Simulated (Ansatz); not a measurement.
input.yaml

```yaml
crystal:
  lattice:
    - [-2.77855, 2.77855, 3.95655]
    - [2.77855, -2.77855, 3.95655]
    - [2.77855, 2.77855, -3.95655]
  atoms:
    - { symbol: Sr, position: [0.75, 0.25, 0.5] }
    - { symbol: Sr, position: [0.25, 0.75, 0.5] }
    - { symbol: Ni, position: [0.0, 0.0, 0.0], spin: 2.0 }
    - { symbol: W, position: [0.5, 0.5, 0.0] }
    - { symbol: O, position: [0.227, 0.289, 0.516] }
    - { symbol: O, position: [0.289, 0.773, 0.062] }
    - { symbol: O, position: [0.773, 0.711, 0.484] }
    - { symbol: O, position: [0.711, 0.227, 0.938] }
    - { symbol: O, position: [0.255, 0.255, 0.0] }
    - { symbol: O, position: [0.745, 0.745, 0.0] }
basis:
  ecutwfc: 420
kpoints:
  mp_grid: { grid: [4, 4, 4] }
hamiltonian:
  xc: pbesol
scf:
  occupations: { method: gaussian, width: 0.1 }
  lower_state_search: "off"
output:
  forces: true
  stress: true
  eigenvalues: true
  populations: true
magnetization:
  spin_polarized: true
```

Launched with
```bash
ansatz run input.yaml --threads 2 --pin off --max-ram 5120MiB --backend cpu --events-out ev --progress --plain --runs-dir out
```

These are results of DFT PBEsol, scalar-relativistic, plane waves, PAW (Ansatz 0.2.0), not measurements.

Abridged output (iterations and final results):

```
SCF iter   1: F=—  HF=-26432.942852 eV  |F-HF|=—  |Δ(HF+E_count)|=         —  Δρ=1.90e-1 (↑5.65e-2 ↓1.90e-1) dr2=7.96e1  dr2_m=6.29e0  M=0.783 μB ∫|m|=0.790 μB  β_m=0.30  ethr=3.10e-3  ⟨swp⟩=8.2  Hψ=7061  notcnv=0
spin=Collinear: Kerker preconditioning applied to the charge; magnetization (m = ρ↑ − ρ↓) channel mixes plain (no charge-response kernel on spin).
SCF iter   2: F=—  HF=-26423.382770 eV  |F-HF|=—  |Δ(HF+E_count)|=    9.56e0  Δρ=4.86e-2 (↑4.45e-2 ↓4.86e-2) dr2=1.40e1  dr2_m=4.28e-1  M=1.999 μB ∫|m|=2.049 μB  β_m=0.30  ethr=3.10e-3  ⟨swp⟩=4.0  Hψ=3655  notcnv=0  defer=114
spin=Collinear: Resta preconditioning applied to the charge; magnetization (m = ρ↑ − ρ↓) channel mixes plain (no charge-response kernel on spin).
SCF iter   3: F=—  HF=-26420.543671 eV  |F-HF|=—  |Δ(HF+E_count)|=    2.84e0  Δρ=3.47e-2 (↑2.30e-2 ↓3.47e-2) dr2=5.40e0  dr2_m=3.32e-1  M=1.989 μB ∫|m|=2.038 μB  β_m=0.30  ethr=3.10e-3  ⟨swp⟩=3.3  Hψ=3326  notcnv=0  defer=133
SCF iter   4: F=—  HF=-26419.463078 eV  |F-HF|=—  |Δ(HF+E_count)|=    1.08e0  Δρ=1.59e-2 (↑1.45e-2 ↓1.59e-2) dr2=6.41e-1  dr2_m=1.19e-1  M=2.000 μB ∫|m|=2.084 μB  β_m=0.30  ethr=3.10e-3  ⟨swp⟩=4.0  Hψ=3208  notcnv=0  defer=125
Mixer restart at iter 4: flushing history
spin-set hold released at iteration 4 (the charge has settled, or the pull on large starting moments outlasts its swing): the magnetisation degrees of freedom join the quasi-Newton model from the next iteration; the mixer history was flushed
SCF iter   5: F=—  HF=-26419.455773 eV  |F-HF|=—  |Δ(HF+E_count)|=   7.30e-3  Δρ=1.00e-2 (↑9.53e-3 ↓1.00e-2) dr2=1.87e-1  dr2_m=5.98e-2  M=2.000 μB ∫|m|=2.089 μB  β_m=0.51  ethr=7.29e-4  ⟨swp⟩=2.1  Hψ=2207  notcnv=0  defer=128
SCF iter   6: F=—  HF=-26419.515090 eV  |F-HF|=—  |Δ(HF+E_count)|=   5.93e-2  Δρ=4.00e-3 (↑3.26e-3 ↓4.00e-3) dr2=3.45e-2  dr2_m=6.68e-3  M=2.000 μB ∫|m|=2.093 μB  β_m=0.58  ethr=2.12e-4  ⟨swp⟩=2.1  Hψ=2760  notcnv=0  defer=128
SCF iter   7: F=—  HF=-26419.519026 eV  |F-HF|=—  |Δ(HF+E_count)|=   3.94e-3  Δρ=2.49e-3 (↑1.63e-3 ↓2.49e-3) dr2=1.58e-2  dr2_m=2.80e-4  M=2.000 μB ∫|m|=2.101 μB  β_m=0.51  ethr=3.92e-5  ⟨swp⟩=2.0  Hψ=2919  notcnv=0  defer=129
SCF iter   8: F=—  HF=-26419.516949 eV  |F-HF|=—  |Δ(HF+E_count)|=   2.08e-3  Δρ=1.13e-3 (↑7.94e-4 ↓1.13e-3) dr2=2.61e-3  dr2_m=1.55e-4  M=2.000 μB ∫|m|=2.098 μB  β_m=0.60  ethr=1.79e-5  ⟨swp⟩=2.0  Hψ=2665  notcnv=0  defer=129
SCF iter   9: F=—  HF=-26419.517525 eV  |F-HF|=—  |Δ(HF+E_count)|=   5.76e-4  Δρ=6.68e-4 (↑3.48e-4 ↓6.68e-4) dr2=8.73e-4  dr2_m=4.79e-5  M=2.000 μB ∫|m|=2.098 μB  β_m=0.80  ethr=2.96e-6  ⟨swp⟩=2.0  Hψ=1601  notcnv=0  defer=129
SCF iter  10: F=—  HF=-26419.517574 eV  |F-HF|=—  |Δ(HF+E_count)|=   4.94e-5  Δρ=1.04e-4 (↑1.04e-4 ↓9.92e-5) dr2=3.30e-5  dr2_m=1.37e-7  M=2.000 μB ∫|m|=2.099 μB  β_m=0.69  ethr=9.92e-7  ⟨swp⟩=2.4  Hψ=1899  notcnv=0  defer=129
SCF iter  11: F=—  HF=-26419.517552 eV  |F-HF|=—  |Δ(HF+E_count)|=   2.20e-5  Δρ=5.99e-5 (↑2.09e-5 ↓5.99e-5) dr2=4.75e-6  dr2_m=7.36e-7  M=2.000 μB ∫|m|=2.099 μB  β_m=0.84  ethr=3.75e-8  ⟨swp⟩=2.0  Hψ=2631  notcnv=0  defer=129
SCF iter  12: F=—  HF=-26419.517554 eV  |F-HF|=—  |Δ(HF+E_count)|=   1.54e-6  Δρ=4.27e-5 (↑2.83e-5 ↓4.27e-5) dr2=4.41e-6  dr2_m=1.40e-7  M=2.000 μB ∫|m|=2.099 μB  β_m=0.71  ethr=5.39e-9  ⟨swp⟩=2.0  Hψ=2286  notcnv=0  defer=129
SCF iter  13: F=-26419.517553 eV  HF=-26419.517553 eV  |F-HF|=6.45e-9  |Δ(HF+E_count)|=   5.82e-7  Δρ=3.58e-6 (↑3.58e-6 ↓3.41e-6) dr2=5.86e-8  dr2_m=3.44e-10  M=2.000 μB ∫|m|=2.099 μB  β_m=0.76  ethr=1.14e-10  ⟨swp⟩=13.7  Hψ=9083  notcnv=0
SCF iter  14: F=-26419.517553 eV  HF=-26419.517553 eV  |F-HF|=4.85e-9  |Δ(HF+E_count)|=   2.87e-8  Δρ=2.09e-6 (↑1.16e-6 ↓2.09e-6) dr2=1.33e-8  dr2_m=5.23e-10  M=2.000 μB ∫|m|=2.099 μB  β_m=1.00  ethr=6.66e-11  ⟨swp⟩=2.1  Hψ=5012  notcnv=0
Mixer restart at iter 14: flushing history
SCF iter  15: F=-26419.517553 eV  HF=-26419.517553 eV  |F-HF|=2.21e-7  |Δ(HF+E_count)|=   3.63e-8  Δρ=7.88e-6 (↑4.51e-6 ↓7.88e-6) dr2=2.24e-7  dr2_m=4.79e-9  M=2.000 μB ∫|m|=2.099 μB  β_m=1.00  ethr=1.52e-11  ⟨swp⟩=2.9  Hψ=2731  notcnv=0  κ⁻¹=1.0e0(r=1)
SCF iter  16: F=-26419.517553 eV  HF=-26419.517553 eV  |F-HF|=1.29e-8  |Δ(HF+E_count)|=   3.20e-8  Δρ=2.38e-6 (↑1.19e-6 ↓2.38e-6) dr2=1.29e-8  dr2_m=4.46e-10  M=2.000 μB ∫|m|=2.099 μB  ethr=1.52e-11  ⟨swp⟩=2.0  Hψ=4831  notcnv=0
SCF 1 converged in 16 iterations: F = -26419.517553 eV  dr2 = 1.29e-8
SCF converged after 16 iterations
an eigenvalue changed by more than its tolerance at an iteration that met the thresholds in force, so the SCF went on 2 times, its first undamped step at iteration 14: the last check found none over its tolerance
Magnetization: 2.0000 μB (45.0000 up, 43.0000 down)
Absolute magnetization: 2.0992 μB (∫|ρ↑−ρ↓|, with the PAW one-centre terms)
Spin contamination: 0.0087 ħ² per cell (⟨S²⟩ above its minimum at these occupations)
Per-site moments (μB) at R_I (Å): [(-0.00176504, 1.08195586), (-0.00176504, 1.08195586), (1.56310475, 0.83235920625), (0.01979966, 0.79092784), (0.06326682, 0.79092784), (0.06326682, 0.79092784), (0.06326682, 0.79092784), (0.06326682, 0.79092784), (0.06108461, 0.79971766875), (0.06108461, 0.79971766875)]
Free energy (F): -26419.517553 eV
Harris-Foulkes:  -26419.517553 eV  (|F-HF|=1.29e-8)
Internal energy: -26419.517553 eV  (E = F + TS)
E sigma→0 (E₀):  -26419.517553 eV
Fermi energy:    11.723652 eV
--- Per-component energies (eV) ---
  E_band       = -669.911762
  E_kinetic    = 2264.744725
  E_local      = -8747.259682  (includes V_loc(G=0)·N_el)
  E_nonlocal   = 1337.225583
  E_hartree    = 3326.144035
  E_xc         = -1129.785805
  E_vxc        = -1231.500049  (∫ρ·V_xc dr)
  E_paw        = -16232.862760  (= ΣΔE_a)
  E_vpaw       = -945.419004  (= ΣTr[D̂ρ^β])
  E_aug_tail   = 0.015239  (compensation charges beyond the density's cutoff)
  E_ewald      = -7238.638391
  E_core_change = 0.899503  (= ΣΔE_core)
  E_smearing   =  0.000000  (= −TS)
--- Forces (eV/Å), atoms counted from 1 ---
  atom   1  Sr     0.00000000     0.00000000     0.00000000
  atom   2  Sr     0.00000000     0.00000000     0.00000000
  atom   3  Ni     0.00000000     0.00000000     0.00000000
  atom   4  W      0.00000000     0.00000000     0.00000000
  atom   5  O     -0.00763823    -0.09650558     0.00000000
  atom   6  O      0.09650558    -0.00763823     0.00000000
  atom   7  O      0.00763823     0.09650558     0.00000000
  atom   8  O     -0.09650558     0.00763823     0.00000000
  atom   9  O      0.00000000     0.00000000     0.39969423
  atom  10  O      0.00000000     0.00000000    -0.39969423
--- Stress (GPa, compression-positive) ---
       -2.713174       0.000001       0.000000
       -0.000001      -2.713174       0.000000
        0.000000       0.000000      -3.684465
  P = ⅓ Tr σ = -3.0369 GPa (-30.369 kbar)
--- Band table (eV; the first three rows and the last of 28) ---
  k-point 0 ↑: bands = ["-92.6403", "-64.1864", "-53.1582", "-53.1566", "-53.1566", "-28.4912", "-28.4912", "-28.4702", "-22.3914", "-22.3326", "-7.6578", "-6.8259", "-6.6186", "-6.1480", "-6.1480", "-6.0914", "-4.6931", "-4.6931", "-4.4816", "-4.4172", "-4.3617", "-4.3617", "4.1716", "4.9513", "4.9792", "5.7092", "5.7807", "5.7807", "6.9201", "6.9597", "6.9597", "8.7523", "8.8513", "8.8513", "9.2638", "9.2638", "9.3362", "9.4026", "9.4331", "9.4331", "9.4361", "9.8260", "9.9742", "9.9742", "10.1436", "13.4274", "13.4274", "13.5689", "15.4630", "15.6607", "16.1466", "16.9611", "16.9809", "16.9809", "18.5488"]
  k-point 1 ↑: bands = ["-92.6403", "-64.1864", "-53.1582", "-53.1566", "-53.1565", "-28.4916", "-28.4913", "-28.4703", "-22.3794", "-22.3413", "-7.6684", "-6.9429", "-6.6480", "-6.3872", "-6.3272", "-6.1849", "-4.5160", "-4.3986", "-4.3626", "-4.3559", "-4.1877", "-4.1421", "4.3164", "4.9623", "5.3267", "5.3851", "5.9207", "5.9679", "6.4228", "6.9297", "6.9968", "7.9493", "8.0105", "8.1473", "8.3330", "9.0611", "9.1198", "9.1926", "9.2516", "9.4316", "9.8954", "9.9147", "10.1891", "10.2040", "10.8416", "13.3379", "13.6882", "13.7750", "16.3398", "16.7979", "16.9516", "17.1457", "17.8977", "17.9946", "18.5201"]
  k-point 2 ↑: bands = ["-92.6403", "-64.1864", "-53.1582", "-53.1565", "-53.1565", "-28.4920", "-28.4914", "-28.4704", "-22.3674", "-22.3501", "-7.7519", "-7.0421", "-6.6243", "-6.5925", "-6.5030", "-6.1400", "-4.3719", "-4.3399", "-4.3277", "-4.0978", "-3.9568", "-3.9440", "3.9528", "4.9544", "4.9847", "5.1291", "6.1956", "6.1979", "6.9162", "6.9701", "7.4605", "7.7124", "7.7804", "7.8234", "7.9506", "8.3754", "8.5540", "9.0491", "9.0996", "9.3550", "9.8677", "9.8812", "10.0852", "10.3930", "10.5914", "13.2632", "14.0554", "14.0735", "16.6590", "17.3482", "17.8516", "18.0293", "18.0891", "18.2575", "19.4473"]
  k-point 13 ↓: bands = ["-90.6189", "-64.1673", "-51.1886", "-51.1886", "-51.1841", "-28.4665", "-28.4665", "-28.4481", "-22.3689", "-22.3520", "-7.7448", "-6.8332", "-6.5392", "-6.4263", "-6.4263", "-6.0217", "-4.3889", "-4.3889", "-4.3153", "-4.0710", "-4.0710", "-3.8629", "4.1802", "4.9789", "5.4536", "5.7272", "6.2127", "6.2127", "7.0531", "7.0531", "7.5109", "8.0231", "8.0372", "8.0372", "8.1868", "8.5307", "8.5307", "9.2780", "9.2780", "9.8337", "10.3144", "11.2065", "11.2065", "12.1143", "12.5897", "13.5441", "14.1256", "14.1256", "16.6408", "17.1029", "17.2534", "18.0615", "18.1252", "18.7754", "19.3060"]
--- Löwdin populations: 10 sites ---
  site symbol q [e]    m [muB]
     0     Sr      8.2904    -0.0018
     1     Sr      8.2904    -0.0018
     2     Ni     16.8577     1.5156
     3      W     12.4022     0.0142
     4      O      6.8951     0.0804
     5      O      6.8951     0.0804
     6      O      6.8951     0.0804
     7      O      6.8951     0.0804
     8      O      6.9070     0.0786
     9      O      6.9070     0.0786
  spilling = 0.008690 (of n_electrons = 88.000000)
```

Self-consistency was reached.

It took 13 s on 2 threads of Intel(R) Xeon(R) Platinum 8488C (Sapphire Rapids), with other jobs on the host, peak memory 0.58 GiB.

The k mesh is coarse. Spin-orbit coupling is left out, which matters for the bands of heavy elements. The cell holds one magnetic atom, so it can only be ferromagnetic; an antiferromagnetic order may lie lower.